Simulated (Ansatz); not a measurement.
## Nuclear-site quantities of Be as the cell is scaled

```xyz
4
Lattice="3.7468 0.0000 0.0000 0.0000 3.7468 0.0000 0.0000 0.0000 2.2813" Properties=species:S:1:pos:R:3 pbc="T T T"
Be    1.1143    1.1143    0.0000
Be    2.6325    2.6325    0.0000
Be    0.7591    2.9877    1.1406
Be    2.9877    0.7591    1.1406
```

Atoms are numbered in the order listed.

The cell is the one relaxed in the Materials Project (mp-1008501), not relaxed further here; entries there can be hypothetical.

The calculation used DFT, PBEsol, all-electron PAW with datasets made for the crystal, scalar-relativistic in Ansatz 0.2.0.

Settings: a Γ-centred 9×9×14 k mesh, Fermi–Dirac smearing of 0.05 eV, cutoff 240 eV (chosen by the program for this cell), no spin polarisation.

The contact density is the mean electron density over the nuclear volume; its changes follow the s electrons' response to bonding and compression. Changes below are taken from the unscaled cell, where it is 235.743 e/Å³ at Be1.

Volumes at which the program chose other datasets or cutoffs are left out.

```tsv
V/V(cell)	P (GPa)	Δρ(0) Be1 (e/Å³)
0.9400	6.8	0.06
0.9600	3.9	0.04
0.9800	1.2	0.02
0.9900	0.0	0.01
1.0000	-1.2	0.00
1.0100	-2.3	-0.01
```

The datasets are made afresh for each cell, so very small changes are uncertain.
